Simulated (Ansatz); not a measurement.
The calculation used DFT PBE, scalar-relativistic, plane waves, PAW (Ansatz). All cells share a 420 eV cutoff and Γ-centred k meshes spaced about 0.3 Å⁻¹ or finer (0.25 for metals, 2π included). No spin polarisation.

Temperature and zero-point effects are left out.

Two forms of Sn₂PdSe₅ were relaxed alike.

A.

```
CELL_PARAMETERS angstrom
2.05241 -7.40507 0.00000
2.05241 7.40507 0.00000
0.00000 0.00000 16.58122
ATOMIC_POSITIONS crystal
Sn 0.18745 0.81255 0.92143
Sn 0.18745 0.81255 0.57857
Sn 0.81255 0.18745 0.07857
Sn 0.81255 0.18745 0.42143
Pd 0.57814 0.42186 0.75000
Pd 0.42186 0.57814 0.25000
Se 0.56309 0.43691 0.89798
Se 0.56309 0.43691 0.60202
Se 0.16131 0.83869 0.75000
Se 0.18180 0.81820 0.41698
Se 0.18180 0.81820 0.08302
Se 0.43691 0.56309 0.10202
Se 0.43691 0.56309 0.39798
Se 0.83869 0.16131 0.25000
Se 0.81820 0.18180 0.58302
Se 0.81820 0.18180 0.91698
```

B.

```
CELL_PARAMETERS angstrom
2.76717 -6.69422 0.00000
2.76717 6.69422 0.00000
0.00000 0.00000 12.21973
ATOMIC_POSITIONS crystal
Sn 0.14730 0.85270 0.92936
Sn 0.14730 0.85270 0.57064
Sn 0.85270 0.14730 0.42936
Sn 0.85270 0.14730 0.07064
Pd 0.79739 0.20261 0.75000
Pd 0.20261 0.79739 0.25000
Se 0.69009 0.30991 0.92119
Se 0.94727 0.05273 0.87510
Se 0.69009 0.30991 0.57881
Se 0.94727 0.05273 0.62490
Se 0.27468 0.72532 0.75000
Se 0.30991 0.69009 0.42119
Se 0.05273 0.94727 0.37510
Se 0.30991 0.69009 0.07881
Se 0.05273 0.94727 0.12490
Se 0.72532 0.27468 0.25000
```

Task: Which would you expect to be lower, and how large is the difference?

Result: A is lower, by 49 meV/atom. A has space group Cmcm (No. 63), 31.5 Å³/atom and no gap on its mesh; B has space group Cmcm (No. 63), 28.3 Å³/atom and no gap. Counting Se atoms around Pd and Sn (those within 1.25 times the shortest such distance or 1.15 times the sum of covalent radii, 1.27 where that leaves under three; a plus sign parts nearer from farther groups), A has Sn 6, Pd 4 and B has Sn 6, Pd 4+2. In A, Sn is surrounded by 6 Se at 2.68–2.87 Å; Pd is surrounded by 4 Se at 2.39–2.46 Å; Se on a site of symmetry m has 1 Pd at 2.46 Å and 2 Sn at 2.78 Å; 2 more sites not described. In B, around Sn lie 6 Se at 2.70–2.84 Å; Pd has 4 Se at 2.52–2.54 Å and 2 Se at 2.78 Å; Se on a site of symmetry m has 1 Pd at 2.54 Å and 3 Sn at 2.83–2.84 Å; 2 more sites not described. Both come from trial cells of a structure search.

Weakly bound directions are ill-defined at this level, which has no dispersion term (Cmcm at 31.5 Å³/atom), and this can change margins and order among such cells. Cells relaxed within their symmetry can be saddle points.
